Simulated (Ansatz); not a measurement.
## Ta2N (P-3m1), work and stress of cleavage

Level of theory: Ansatz, DFT PBEsol, scalar-relativistic, plane waves, PAW. Settings: plane waves to 420 eV, k-mesh 17×17×5 (Γ-centred), Gaussian smearing 0.15 eV. Spin–orbit coupling is left out, which can shift energies with elements as heavy as these. No spin polarisation. Energies are free energies at this smearing, counted from the undisturbed cell; pressure is positive in compression.

The undisturbed cell (relaxed at this level; it needn't be the usual structure):

```
CELL_PARAMETERS angstrom
-3.07862 0.00000 0.00000
-1.53931 -2.66616 0.00000
0.00000 0.00000 9.64651
ATOMIC_POSITIONS crystal
Ta 0.66667 0.66667 0.12313
Ta 0.66667 0.66667 0.62313
Ta 0.33333 0.33333 0.87687
Ta 0.33333 0.33333 0.37687
N 0.00000 0.00000 0.25000
N 0.00000 0.00000 0.75000
```

The cut lies on the cell's a–b face, a (0 0 1) plane (indices in the standard cell, whose axes needn't be the Cartesian ones shown) of area 8.21 Å², between layers 2.38 Å apart. Vector c is lengthened by d along the normal with the atoms' Cartesian places fixed: one unrelaxed cut a cell. The traction is positive where the two halves pull on each other.

| d (Å) | energy (J/m²) | traction (GPa) |
| --- | --- | --- |
| -0.30 | 0.95 | -71.5 |
| -0.15 | 0.21 | -29.4 |
| 0.00 | 0.00 | 0.0 |
| 0.25 | 0.40 | 28.5 |
| 0.50 | 1.29 | 40.1 |
| 0.75 | 2.32 | 41.4 |
| 1.00 | 3.31 | 37.2 |
| 1.50 | 4.84 | 23.8 |
| 2.00 | 5.73 | 12.3 |
| 3.00 | 6.32 | 2.2 |
| 4.50 | 6.43 | 0.1 |
| 6.00 | 6.43 | 0.0 |

Q: What are the work of separation and the cleavage stress, and do they fit the universal binding curve?

A: The energy levels off near W ≈ 6.43 J/m² (the traction is down to 0.0 GPa), the energy of the two unrelaxed faces, 3.22 J/m² each on average. The largest sampled traction is 41.4 GPa at d = 0.75 Å, and a parabola through it and its two neighbours peaks at σ_max ≈ 41.6 GPa, d ≈ 0.69 Å. The curve E = W[1 − (1 + d/ℓ)exp(−d/ℓ)] peaks in traction at d = ℓ with σ_max = W/(eℓ); with 1 J/m² per Å = 10 GPa this W and σ_max give ℓ = 0.57 Å. A parabola through that curve at the same three d peaks at 0.54 Å, against 0.69 Å here, so the traction peaks further out than on that curve. Real crystals break at far lower stress, because cracks concentrate it, and on the plane of lowest W, which needn't be this one.

The cut is rigid; relaxing the faces lowers these energies and usually the stresses.

In a metal these slopes depend on the k mesh and the smearing.

Cost: 12 runs of about 5.1 core-minutes in all, on Arm Neoverse V2 (shared hosts).